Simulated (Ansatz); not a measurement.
MgO:
```yaml
crystal:
  lattice:
    - [3.45166, 0.00000, 0.00000]
    - [-1.72583, 2.98923, 0.00000]
    - [0.00000, 0.00000, 4.13954]
  atoms:
    - { symbol: Mg, position: [0.66667, 0.33333, 0.75000] }
    - { symbol: Mg, position: [0.33333, 0.66667, 0.25000] }
    - { symbol: O, position: [0.66667, 0.33333, 0.25000] }
    - { symbol: O, position: [0.33333, 0.66667, 0.75000] }
```

Tensor components refer to the Cartesian frame of this cell.

Question: Give the high-frequency dielectric tensor and the Born effective charge tensors of the independent atoms from DFPT, DFT-LDA in the program Ansatz with PAW potentials.

Answer: 
ε∞:
```
3.00  0.00  0.00
0.00  3.00  0.00
0.00  0.00  3.02
```
Z* of atom 1 (Mg), rows: field, columns: displacement, in e:
```
1.77  0.00  0.00
0.00  1.77  0.00
0.00  0.00  2.00
```
Z* of atom 3 (O), rows: field, columns: displacement, in e:
```
-1.77   0.00   0.00
 0.00  -1.77   0.00
 0.00   0.00  -2.00
```

Space group P6_3/mmc. The first step of the workflow began from a Materials Project structure, measured or hypothetical; the Crystallography Open Database copy checked does not list it. It is not the phase usual at ambient conditions (space group No. 225). Symmetry was held in the LDA relaxation; its stability against distortions is not shown here.

Potentials: the earlier of the program's two PAW sets. The files were generated under PBE; for other functionals the program regenerates the frozen cores, and for LDA and PBEsol the local potential too.
